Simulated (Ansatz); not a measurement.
Cs2KYBr6:
```yaml
crystal:
  lattice:
    - [0.00000, 5.88491, 5.88491]
    - [5.88491, 0.00000, 5.88491]
    - [5.88491, 5.88491, 0.00000]
  atoms:
    - { symbol: K, position: [0.50000, 0.50000, 0.50000] }
    - { symbol: Cs, position: [0.75000, 0.75000, 0.75000] }
    - { symbol: Cs, position: [0.25000, 0.25000, 0.25000] }
    - { symbol: Y, position: [0.00000, 0.00000, 0.00000] }
    - { symbol: Br, position: [0.76393, 0.23607, 0.23607] }
    - { symbol: Br, position: [0.23607, 0.76393, 0.76393] }
    - { symbol: Br, position: [0.23607, 0.76393, 0.23607] }
    - { symbol: Br, position: [0.76393, 0.23607, 0.76393] }
    - { symbol: Br, position: [0.23607, 0.23607, 0.76393] }
    - { symbol: Br, position: [0.76393, 0.76393, 0.23607] }
```

Relaxed with r²SCAN.

Problem. Which orbitals make up the states near the band edges in the program Ansatz at the r²SCAN level (PAW)?

Solution. Top 1 eV of the valence band: Br 4p 98 %. Bottom 1 eV of the conduction band: Y 4d 75 %, Br 4p 10 %, Cs 6s 6 %, outside the projected shells 7 %. Projections are on Löwdin-orthogonalised atomic valence shells; empty p or d shells of many metals are not among them.

Problem. Tabulate the density of states.

Solution. States/eV per cell of 10 atoms, in 0.25 eV bins, energy from the valence-band maximum.

| E (eV) | total | Br 4p | Cs 5p | Y 4d |
|---|---|---|---|---|
| -7.85 | 0.00 | 0.00 | 0.00 | 0.00 |
| -7.60 | 0.00 | 0.00 | 0.00 | 0.00 |
| -7.35 | 0.00 | 0.00 | 0.00 | 0.00 |
| -7.10 | 0.00 | 0.00 | 0.00 | 0.00 |
| -6.85 | 48.00 | 0.28 | 47.53 | 0.05 |
| -6.60 | 0.00 | 0.00 | 0.00 | 0.00 |
| -6.35 | 0.00 | 0.00 | 0.00 | 0.00 |
| -6.10 | 0.00 | 0.00 | 0.00 | 0.00 |
| -5.85 | 0.00 | 0.00 | 0.00 | 0.00 |
| -5.60 | 0.00 | 0.00 | 0.00 | 0.00 |
| -5.35 | 0.00 | 0.00 | 0.00 | 0.00 |
| -5.10 | 0.00 | 0.00 | 0.00 | 0.00 |
| -4.85 | 0.00 | 0.00 | 0.00 | 0.00 |
| -4.60 | 0.00 | 0.00 | 0.00 | 0.00 |
| -4.35 | 0.00 | 0.00 | 0.00 | 0.00 |
| -4.10 | 0.00 | 0.00 | 0.00 | 0.00 |
| -3.85 | 0.00 | 0.00 | 0.00 | 0.00 |
| -3.60 | 0.00 | 0.00 | 0.00 | 0.00 |
| -3.35 | 0.00 | 0.00 | 0.00 | 0.00 |
| -3.10 | 0.00 | 0.00 | 0.00 | 0.00 |
| -2.85 | 0.00 | 0.00 | 0.00 | 0.00 |
| -2.60 | 0.04 | 0.04 | 0.00 | 0.00 |
| -2.35 | 3.53 | 2.94 | 0.00 | 0.02 |
| -2.10 | 4.43 | 3.74 | 0.00 | 0.02 |
| -1.85 | 5.76 | 4.73 | 0.01 | 0.63 |
| -1.60 | 18.90 | 15.70 | 0.05 | 2.38 |
| -1.35 | 38.88 | 35.52 | 0.17 | 2.30 |
| -1.10 | 0.46 | 0.41 | 0.00 | 0.03 |
| -0.85 | 8.53 | 8.21 | 0.03 | 0.02 |
| -0.60 | 22.96 | 22.42 | 0.04 | 0.10 |
| -0.35 | 27.59 | 27.20 | 0.04 | 0.06 |
| -0.10 | 12.93 | 12.86 | 0.00 | 0.01 |
| 0.15 | 0.00 | 0.00 | 0.00 | 0.00 |
| 0.40 | 0.00 | 0.00 | 0.00 | 0.00 |
| 0.65 | 0.00 | 0.00 | 0.00 | 0.00 |
| 0.90 | 0.00 | 0.00 | 0.00 | 0.00 |
| 1.15 | 0.00 | 0.00 | 0.00 | 0.00 |
| 1.40 | 0.00 | 0.00 | 0.00 | 0.00 |
| 1.65 | 0.00 | 0.00 | 0.00 | 0.00 |
| 1.90 | 0.00 | 0.00 | 0.00 | 0.00 |
| 2.15 | 0.00 | 0.00 | 0.00 | 0.00 |
| 2.40 | 0.00 | 0.00 | 0.00 | 0.00 |
| 2.65 | 0.00 | 0.00 | 0.00 | 0.00 |
| 2.90 | 0.00 | 0.00 | 0.00 | 0.00 |
| 3.15 | 0.00 | 0.00 | 0.00 | 0.00 |
| 3.40 | 0.00 | 0.00 | 0.00 | 0.00 |
| 3.65 | 0.00 | 0.00 | 0.00 | 0.00 |
| 3.90 | 0.00 | 0.00 | 0.00 | 0.00 |
| 4.15 | 0.00 | 0.00 | 0.00 | 0.00 |
| 4.40 | 0.00 | 0.00 | 0.00 | 0.00 |
| 4.65 | 0.00 | 0.00 | 0.00 | 0.00 |
| 4.90 | 5.85 | 0.46 | 0.00 | 4.56 |
| 5.15 | 16.27 | 1.68 | 0.01 | 12.91 |
| 5.40 | 2.37 | 0.26 | 0.00 | 1.63 |
| 5.65 | 0.66 | 0.03 | 0.00 | 0.01 |
| 5.90 | 1.05 | 0.06 | 0.00 | 0.05 |
| 6.15 | 2.19 | 0.13 | 0.01 | 0.37 |
| 6.40 | 4.65 | 0.23 | 0.02 | 1.13 |
| 6.65 | 7.97 | 0.43 | 0.01 | 1.28 |
| 6.90 | 16.13 | 1.38 | 0.01 | 4.62 |
| 7.15 | 13.25 | 0.69 | 0.00 | 1.85 |
| 7.40 | 13.62 | 0.59 | 0.00 | 0.94 |
| 7.65 | 10.93 | 0.26 | 0.00 | 0.36 |
| 7.90 | 18.91 | 0.24 | 0.00 | 0.34 |
| 8.15 | 14.12 | 0.19 | 0.00 | 0.18 |
| 8.40 | 8.46 | 0.16 | 0.00 | 0.10 |
| 8.65 | 10.01 | 0.26 | 0.00 | 0.10 |

Space group Fm-3m. The first step of the workflow began from a Materials Project structure, measured or hypothetical; the Crystallography Open Database copy checked does not list it. Its standing as an ambient phase is unchecked. The r²SCAN relaxation kept the symmetry of its start; whether a distortion lowers the energy is not shown. No spin polarisation was allowed. Spin–orbit coupling is left out wherever it is not named.

Potentials: the later of the program's two PAW sets.
